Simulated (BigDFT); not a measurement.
# What cheaper set-ups change for the molecule C₅H₄ClF₃

```xyz
13

F     -2.6883    -1.2403    -0.8403
C     -2.0420    -0.1235    -0.4216
F     -2.9916     0.7200     0.0549
F     -1.5151     0.4612    -1.5235
C     -1.0473    -0.4534     0.6379
C      0.2831    -0.2747     0.6976
C      1.1313     0.3181    -0.3133
C      2.4566     0.4851    -0.2298
Cl     3.4549     0.0376     1.0884
H     -1.5206    -0.9197     1.4988
H      0.7812    -0.6129     1.6068
H      0.6615     0.6643    -1.2305
H      3.0363     0.9381    -1.0254
```

Base run: PBE, Daubechies wavelet basis, HGH (Krack) norm-conserving potentials made for PBE, isolated boundary conditions run with BigDFT 1.9.6. Its settings: basis = Daubechies wavelets; dft.hgrids = 0.324 bohr; dft.rmult = 5 8; dft.ixc = 11; potentials = built-in HGH-K PBE; boundary_conditions = free; dft.gnrm_cv = 1e-04; dft.itermax = 80; dft.idsx = 6; dft.nrepmax = 3.

The grid can part forces that symmetry would make equal. The geometry comes from a cheaper method or was typed, in some cases with atoms then moved at random; it is not relaxed at this level, and the species need not be a known compound.

Runs, by their change from the base:
- A: dft.hgrids: 0.324 bohr → 0.518 bohr; dft.rmult: 5 8 → 3.5 5
- B: dft.hgrids: 0.324 bohr → 0.437 bohr; dft.rmult: 5 8 → 4 6
- C: dft.hgrids: 0.324 bohr → 0.372 bohr; dft.rmult: 5 8 → 5 7
- D: base settings
- E: dft.rmult: 5 8 → 6 8

Differences from run E, taken as the yardstick (the dearest here, which need not be the most accurate); core times are rough figures from one shared machine:

| run | core time (% of E) | Δ energy (meV/atom) | largest change of a force vector (eV/Å) |
|---|---|---|---|
| A | 10 | 1830.2 | 52.299 |
| B | 20 | 396.5 | 11.355 |
| C | 50 | 52.3 | 1.789 |
| D | 70 | 3.4 | 0.397 |
| E | 100 | 0.0 | 0.000 |
